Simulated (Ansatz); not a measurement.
SiO$_{2}$ (space group P6_222)

```xyz
9
Lattice="5.0594 0.0000 0.0000 -2.5297 4.3816 0.0000 0.0000 0.0000 5.5408" Properties=species:S:1:pos:R:3 pbc="T T T"
Si    -1.2649     2.1908     3.6939
Si     2.5297     0.0000     0.0000
Si     1.2649     2.1908     1.8469
O      2.5297     2.5566     2.7704
O     -0.9493     3.4691     4.6173
O      1.5804     0.9125     0.9235
O      0.0000     1.8249     2.7704
O      3.4790     0.9125     4.6173
O      0.9493     3.4691     0.9235
```

This relaxed cell (volume V₀) is scaled evenly in all directions, its shape held. The atoms relax within the cell's symmetry.

These are r2SCAN (plane waves to 500 eV, PAW, scalar-relativistic; Ansatz, an electronic-structure program) values and carry that method's errors. k mesh 8×8×6 (Γ-centred), Fermi-Dirac smearing 0.05 eV. Energies are smeared free energies. Compression counts positive. With the shape held, the modulus is that of even scaling; a crystal free to change shape is softer. SiO2 was relaxed with its symmetry unable to fall. The zero of ΔE is the relaxed starting cell.

```json
[
 {"V (Å³/atom)": "12.283", "ΔE (meV/atom)": "70.4"},
 {"V (Å³/atom)": "12.556", "ΔE (meV/atom)": "43.9"},
 {"V (Å³/atom)": "12.829", "ΔE (meV/atom)": "24.1"},
 {"V (Å³/atom)": "13.102", "ΔE (meV/atom)": "withheld"},
 {"V (Å³/atom)": "13.375", "ΔE (meV/atom)": "2.5"},
 {"V (Å³/atom)": "13.648", "ΔE (meV/atom)": "0.0"},
 {"V (Å³/atom)": "13.921", "ΔE (meV/atom)": "2.4"},
 {"V (Å³/atom)": "14.194", "ΔE (meV/atom)": "9.5"},
 {"V (Å³/atom)": "14.467", "ΔE (meV/atom)": "20.8"},
 {"V (Å³/atom)": "14.740", "ΔE (meV/atom)": "36.1"},
 {"V (Å³/atom)": "15.013", "ΔE (meV/atom)": "55.1"}
]
```

### Question
Fit a third-order Birch-Murnaghan form (E₀, V₀, B₀, B₀′ free) to the given rows and predict ΔE at V = 13.102.

### Answer
Least squares on the 10 given rows: ΔE = E₀ + (9V₀B₀/16)·y²·[2 + (B₀′ − 4)y], y = (V₀/V)^(2/3) − 1, with V₀ = 13.648 Å³/atom, B₀ = 145.7 GPa (160.2 GPa = 1 eV/Å³; the term in eV is multiplied by 1000), B₀′ = 2.69, E₀ = -0.01 meV/atom; root-mean-square residual 0.03 meV/atom. At 13.102 the fit gives 10.4 meV/atom; the calculation gives 10.4 meV/atom, the same to the digits shown. For the pressure the fit gives 6.3 GPa against the computed 6.3 GPa.

(A scan under strain: stresses follow from slopes of the energy per volume, elastic moduli from its curvatures.)
